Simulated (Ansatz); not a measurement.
**Sr: strain energy, fitted**

Sr, P6_3/mmc, a = 4.195 Å, c = 6.879 Å. This isn't the element's structure at ambient conditions. Ansatz: PBEsol, PAW, 420 eV, Γ-centred 12×12×8 mesh on 2 atoms, Gaussian smearing 0.10 eV; no spin polarisation. Series: biaxial strain in the a-b plane, c and atoms relaxed; x is the strain in per cent. y is the free energy over the unstrained cell, V0 = 52.404 Å³/atom.

```tsv
x (%)	y (meV/atom)
-3.0	9.60
-2.0	4.22
-1.0	?
0.0	0.00
1.0	0.93
2.0	3.70
3.0	8.15
```

**Question.** Fit y = c2 x² + c3 x³ to the other rows, turn c2 into a modulus, and predict the missing energy.

**Answer.** Least squares on the rows shown. y = 0.9866 x² − 0.02733 x³. In eV per unit strain² c2 is 9.866; M is the biaxial modulus (E = M V0 ε²): 9.866 × 160.2 / (52.404) = 30 GPa. At x = -1.0 the fit asked for gives 1.01 meV/atom. The run gave 1.05 meV/atom, so the fit is 0.04 meV/atom too low, within twice the rms miss on the fitted rows (0.03 meV/atom).